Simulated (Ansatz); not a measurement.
Calculated ⁵⁷Fe Mössbauer parameters for NaFeH8N2F6

Cell: a Materials Project structure (computed, not necessarily an observed phase), taken as it stands.

Space group Fm-3m (No. 225); a = 8.6027 Å.

| site | Wyckoff | site symmetry | x | y | z |
| --- | --- | --- | --- | --- | --- |
| Na | 4b | m-3m | 0.5000 | 0.5000 | 0.5000 |
| Fe | 4a | m-3m | 0.0000 | 0.0000 | 0.0000 |
| H | 32f | .3m | 0.8191 | 0.8191 | 0.8191 |
| N | 8c | -43m | 0.7500 | 0.7500 | 0.7500 |
| F | 24e | 4m.m | 0.2207 | 0.5000 | 0.5000 |

One atom of each set is listed; the run and its k-mesh use a cell of 18 atoms with edges of 6.08, 6.08, 6.08 Å.

The numbers come from a DFT calculation in Ansatz (PBE, plane waves and PAW, scalar-relativistic, collinear spin, 420 eV cutoff, Γ-centred 4×4×4 k-points, Fermi–Dirac smearing 0.02 eV). Start moments as typed (μB): 5 on each Fe, none on the rest. The program fits them to the shells of the files, so those used differ somewhat.

Isomer shifts (against α-Fe) follow from the electron density at the nucleus, δ = α(ρ − ρ₀), with α = -0.366 mm s⁻¹ a₀³ and ρ₀ = 14904.00 a₀⁻³ from a line fitted to 10 measured compounds at this level of theory (rms miss 0.11 mm/s). ΔE_Q = ½eQV_zz(1 + η²/3)^½ with Q = 0.160 b for the 14.4 keV state. B_c is the Fermi-contact field along the atom's own moment; orbital and dipolar fields are not included.

(1) What would the ⁵⁷Fe spectrum's parameters be?

## Answers

(1) 

```json
{"site": "Fe", "atoms": "1", "first shell": "6 F at 1.90 Å", "ρ − ρ₀ (a₀⁻³)": "-1.47", "δ (mm/s)": "0.54", "ΔE_Q (mm/s)": "0.00", "η": "–", "|m| (μB)": "3.86", "B_c (T)": "-36.1"}
```

The shift of Fe is typical of high-spin Fe(III).

The largest force is 1.1 eV/Å, so the atoms aren't at the calculated equilibrium and relaxing them would move these values. All moments are parallel here, as the start or the cell imposes; many such compounds order antiparallel, where fields and spin densities carried over to other atoms largely cancel. The magnetic order is the one that the run reached from its start moments, not necessarily the measured one. Semilocal functionals underestimate the core's spin polarisation, so contact fields of ionic iron come out too small in magnitude.
